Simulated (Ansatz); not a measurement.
Ba₃ZnN₂O:
```xyz
7
Lattice="4.1074 0.0000 0.0000 0.0000 4.1074 0.0000 0.0000 0.0000 9.1667" Properties=species:S:1:pos:R:3 pbc="T T T"
Ba     0.0000     0.0000     1.9999
Ba     0.0000     0.0000     7.1668
Ba     2.0537     2.0537     4.5834
Zn     2.0537     2.0537     0.0000
N      2.0537     2.0537     7.3433
N      2.0537     2.0537     1.8235
O      0.0000     0.0000     4.5834
```

Relaxed with r²SCAN. Special points in fractions of this cell's reciprocal vectors: Γ (0.000, 0.000, 0.000); X (0.000, 0.500, 0.000); M (0.500, 0.500, 0.000); Z (0.000, 0.000, 0.500); R (0.000, 0.500, 0.500); A (0.500, 0.500, 0.500).

Q: List the band energies nearest the valence-band maximum at these points for DFT-r²SCAN with spin–orbit coupling in the program Ansatz with PAW potentials.

A: In eV from the valence-band maximum; about four levels below and three above (degenerate sets whole), none deeper than 8.9 eV; points with the same levels are listed once.

```json
[
 {"k": "Γ", "below": "-0.24 -0.24 -0.15 -0.15", "above": "0.87 0.87 1.43 1.43"},
 {"k": "X", "below": "-1.47 -1.47 -1.24 -1.24", "above": "1.63 1.63 3.18 3.18"},
 {"k": "M", "below": "-0.31 -0.31 -0.14 -0.14", "above": "1.56 1.56 1.56 1.56"},
 {"k": "Z", "below": "-0.14 -0.14 -0.04 -0.04", "above": "0.94 0.94 1.92 1.92"},
 {"k": "R", "below": "-1.54 -1.54 -1.11 -1.11", "above": "1.81 1.81 3.29 3.29"},
 {"k": "A", "below": "-0.15 -0.15 0.00 0.00", "above": "0.59 0.59 0.62 0.62"}
]
```

Space group P4/mmm. The first step of the workflow began from a Materials Project structure, measured or hypothetical; the Crystallography Open Database copy checked does not list it. Its standing as an ambient phase is unchecked. The cell was relaxed with r²SCAN under the symmetry of its start; whether a distortion lowers the energy is not shown.

Potentials: the later of the program's two PAW sets.
